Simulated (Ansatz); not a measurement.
## Property card for SnTe₂

Method: DFT PBE+D3(BJ), scalar-relativistic, plane waves, PAW in Ansatz 0.2.0.

Settings: cutoff 420 eV, Γ-centred mesh 12×12×4 on the computed 6-atom cell, Gaussian smearing of 0.10 eV; no spin polarisation.

The structure is relaxed at this level of theory with its symmetry kept, and needn't be the ground state of this composition.

```xyz
6
Lattice="4.0437 0.0000 0.0000 -2.0219 3.5020 0.0000 0.0000 0.0000 14.8059" Properties=species:S:1:pos:R:3 pbc="T T T"
Sn    0.0000    0.0000    0.0000
Sn    0.0000    0.0000    7.4029
Te    2.0219    1.1673    1.8153
Te    0.0000    2.3346   12.9905
Te    0.0000    2.3346    9.2183
Te    2.0219    1.1673    5.5876
```

Task: Kohn–Sham band gap?

Result: none (metal).

Task: Density of states at the Fermi level?

Result: 3.0 states/eV per cell.

Task: Orbital (Löwdin) character within 0.5 eV of the Fermi level?

Result: Te 5p 86 %, Sn 5s 9 %.

Task: Bader charge by site (e)?

Result: Sn (2 in the cell) 0.77, Te (4 in the cell) -0.38.

Spin-orbit coupling is left out, which matters for the bands of heavy elements.

The cell was found from a structure generator's guess, not taken from experiment. Löwdin shares on free-atom orbitals overweight diffuse shells.
